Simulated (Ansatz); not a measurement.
Bi$_{2}$Te$_{3}$ (Bi2Te3 type, space group R-3m)

```xyz
5
Lattice="2.1937 1.2666 10.0965 -2.1937 1.2666 10.0965 0.0000 -2.5331 10.0965" Properties=species:S:1:pos:R:3 pbc="T T T"
Bi     0.0000     0.0000    12.1202
Bi     0.0000     0.0000    18.1694
Te     0.0000     0.0000     0.0000
Te     0.0000     0.0000     6.3413
Te     0.0000     0.0000    23.9483
```

Equation-of-state scan: isotropic scaling of the cell above, V₀ being its volume. The atoms relax within the cell's symmetry.

These are PBE-D3(BJ) (plane waves to 420 eV, PAW, scalar-relativistic; Ansatz, a quantum-chemistry and plane-wave program) values and carry that method's errors. k mesh 9×9×9 (Γ-centred), Fermi-Dirac smearing 0.05 eV. Compression counts positive. Bi2Te3 was relaxed with its symmetry unable to fall. Spin-orbit coupling is left out, though Bi and Te are heavy. The PAW data are Ansatz's earlier set.

At one point of the scan the stress tensor (GPa) is:

```
   11.1      0.0      0.0
    0.0     11.1      0.0
    0.0      0.0     11.8
```

Task: Which point is it?
A) V/V₀ = 0.840
B) V/V₀ = 0.960
C) V/V₀ = 0.880
D) V/V₀ = 0.920

Result: A, V/V₀ = 0.840

(Under strain, the slope of the energy per volume gives the stress and its curvature an elastic modulus.)
